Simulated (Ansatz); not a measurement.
# Ta4C3 (R3m), zone-centre modes

Level of theory: DFT PBEsol, scalar-relativistic, plane waves, PAW in Ansatz. The runs took a 420 eV cutoff, a Γ-centred 12×12×12 mesh and Gaussian smearing (0.15 eV). Spin–orbit coupling is left out, which can shift energies with elements as heavy as these. No spin polarisation.

Zero of the scan (relaxed at this level; it needn't be the usual structure):

```
Ta C
1.0
     1.55164    0.89584   10.16451
    -1.55164    0.89584   10.16451
     0.00000   -1.79168   10.16451
Ta C
4 3
Direct
  0.37337 0.37337 0.37337
  0.62446 0.62446 0.62446
  0.20962 0.20962 0.20962
  0.79440 0.79440 0.79440
  0.50259 0.50259 0.50259
  0.99602 0.99602 0.99602
  0.08454 0.08454 0.08454
```

Harmonic modes by finite displacements of 0.02 Å, without the LO–TO term.

(1) At this geometry, is the structure stable against these modes?

(2) List the wavenumbers in cm⁻¹.

Answers

(1) Yes: no mode is imaginary beyond 10 cm⁻¹, and only the three translations lie near zero.

(2) 0, 0, 0, 71, 71, 119, 119, 129, 129, 156, 182, 212, 564, 564, 599, 646, 662, 662, 666, 666, 714.

Cost: 1 run of about 15 core-minutes, on Intel Xeon 6975P-C (Granite Rapids) (shared hosts).